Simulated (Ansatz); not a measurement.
Relaxation of a relaxed In2Ag cell with one In and one Ag atom exchanged in a cell of 6 atoms; 6 atoms in the cell, which starts as C2 (No. 5), mS12; a = 5.5734 Å, b = 9.6751 Å, c = 5.5828 Å, α = γ = 90.00°, β = 119.94°. Computed with PBEsol (plane waves to 420 eV, PAW, scalar-relativistic; Ansatz, a first-principles code). Γ-centred k-mesh 8×8×7 on the run's cell (coarser than for final values), Fermi–Dirac smearing 0.05 eV. This is the first round of the run. 

The optimiser's lines from the output (shortened; P is positive under compression):

```
relax step   1: F+E_penalty+E_count = -37145.62937986 eV  Δ(F+E_penalty+E_count) = +0.000e0 eV  max|allowed force component| = 3.342e-1 eV/Å  Δτ_max = 0.0000 Å  P = +2.311 GPa  Ω = 130.429 Å³  (8 SCF iters, dr2 threshold 1.00e-7 eV, accepted)
relax step   2: F+E_penalty+E_count = -37145.74071675 eV  Δ(F+E_penalty+E_count) = -1.113e-1 eV  max|allowed force component| = 2.056e-1 eV/Å  Δτ_max = 0.1307 Å  P = -0.767 GPa  Ω = 136.724 Å³  (7 SCF iters, dr2 threshold 6.00e-7 eV, accepted)
relax step   3: F+E_penalty+E_count = -37145.76800560 eV  Δ(F+E_penalty+E_count) = -2.729e-2 eV  max|allowed force component| = 4.177e-2 eV/Å  Δτ_max = 0.0452 Å  P = -0.271 GPa  Ω = 135.564 Å³  (6 SCF iters, dr2 threshold 6.00e-7 eV, accepted)
relax step   4: F+E_penalty+E_count = -37145.77372290 eV  Δ(F+E_penalty+E_count) = -5.717e-3 eV  max|allowed force component| = 2.251e-2 eV/Å  Δτ_max = 0.0329 Å  P = +0.179 GPa  Ω = 134.756 Å³  (6 SCF iters, dr2 threshold 6.00e-7 eV, accepted)
relax step   5: F+E_penalty+E_count = -37145.77469860 eV  Δ(F+E_penalty+E_count) = -9.757e-4 eV  max|allowed force component| = 1.913e-2 eV/Å  Δτ_max = 0.0156 Å  P = +0.146 GPa  Ω = 134.822 Å³  (5 SCF iters, dr2 threshold 1.91e-7 eV, accepted)
relax step   6: F+E_penalty+E_count = -37145.78042774 eV  Δ(F+E_penalty+E_count) = -5.729e-3 eV  max|allowed force component| = 4.546e-2 eV/Å  Δτ_max = 0.1148 Å  P = -0.032 GPa  Ω = 135.242 Å³  (7 SCF iters, dr2 threshold 1.36e-7 eV, accepted)
relax step   7: F+E_penalty+E_count = -37145.77828950 eV  Δ(F+E_penalty+E_count) = +2.138e-3 eV  max|allowed force component| = 6.685e-2 eV/Å  Δτ_max = 0.1174 Å  P = +0.089 GPa  Ω = 135.100 Å³  (7 SCF iters, dr2 threshold 1.29e-7 eV, rejected (line search))
relax step   8: F+E_penalty+E_count = -37145.78236047 eV  Δ(F+E_penalty+E_count) = -1.933e-3 eV  max|allowed force component| = 1.771e-2 eV/Å  Δτ_max = 0.0419 Å  P = -0.075 GPa  Ω = 135.396 Å³  (12 SCF iters, accepted)
relax step   9: F+E_penalty+E_count = -37145.78355638 eV  Δ(F+E_penalty+E_count) = -1.196e-3 eV  max|allowed force component| = 1.184e-2 eV/Å  Δτ_max = 0.0346 Å  P = +0.093 GPa  Ω = 135.029 Å³  (7 SCF iters, dr2 threshold 6.23e-8 eV, accepted)
relax step  10: F+E_penalty+E_count = -37145.78227103 eV  Δ(F+E_penalty+E_count) = +1.285e-3 eV  max|allowed force component| = 6.021e-2 eV/Å  Δτ_max = 0.0391 Å  P = +0.032 GPa  Ω = 135.282 Å³  (7 SCF iters, dr2 threshold 1.18e-7 eV, rejected (line search))
relax step  11: F+E_penalty+E_count = -37145.78398594 eV  Δ(F+E_penalty+E_count) = -4.296e-4 eV  max|allowed force component| = 2.511e-3 eV/Å  Δτ_max = 0.0136 Å  P = -0.059 GPa  Ω = 135.385 Å³  (11 SCF iters, accepted)
relax step  12: F+E_penalty+E_count = -37145.78410437 eV  Δ(F+E_penalty+E_count) = -1.184e-4 eV  max|allowed force component| = 1.060e-3 eV/Å  Δτ_max = 0.0069 Å  P = +0.001 GPa  Ω = 135.242 Å³  (6 SCF iters, dr2 threshold 1.46e-8 eV, accepted)
relax step  13: F+E_penalty+E_count = -37145.78511250 eV  Δ(F+E_penalty+E_count) = -1.008e-3 eV  max|allowed force component| = 1.210e-3 eV/Å  Δτ_max = 0.0000 Å  P = -0.008 GPa  Ω = 135.242 Å³  stress off target by 2.08e-2 GPa  SCF on the basis re-selected at this cell (its energy is not comparable with the rows above)  (7 SCF iters)
relax step  14: F+E_penalty+E_count = -37145.78512053 eV  Δ(F+E_penalty+E_count) = -8.030e-6 eV  max|allowed force component| = 1.316e-3 eV/Å  Δτ_max = 0.0035 Å  P = +0.002 GPa  Ω = 135.208 Å³  (7 SCF iters, dr2 threshold 1.09e-9 eV, accepted)
relax step  15: F+E_penalty+E_count = -37145.78512119 eV  Δ(F+E_penalty+E_count) = -6.609e-7 eV  max|allowed force component| = 1.337e-3 eV/Å  Δτ_max = 0.0019 Å  P = -0.003 GPa  Ω = 135.229 Å³  (8 SCF iters, accepted)
relax step  16: F+E_penalty+E_count = -37145.78511828 eV  Δ(F+E_penalty+E_count) = +2.913e-6 eV  max|allowed force component| = 1.337e-3 eV/Å  Δτ_max = 0.0000 Å  P = -0.003 GPa  Ω = 135.229 Å³  stress off target by 1.02e-2 GPa  SCF on the basis re-selected at this cell (its energy is not comparable with the rows above)  (3 SCF iters)
```

From the first to the last row the energy changes by -0.03 eV/atom and the volume by +3.7 %. The last row is marked as not comparable with the walk above it, whose basis was carried along; it does compare with step 1, since both stand on a basis selected at the nominal cutoff for their own cell.

Steps 7, 10 were rejected by the optimiser.

Later rounds, restarted from the end of this one on a renewed k-mesh, logged 16 more steps and released under 0.01 eV/atom more. The final structure after all rounds: C2 (No. 5), mS12; a = 5.4965 Å, b = 9.7623 Å, c = 5.4336 Å, α = γ = 90.00°, β = 112.12°. Between re-selections the logged energies stand on a plane-wave basis carried along with the cell. No spin polarisation in the result.

The run could not lose the symmetry of its start.

The runs began from a structure in Materials Project; this end point is another cell, not compared with measured phases.
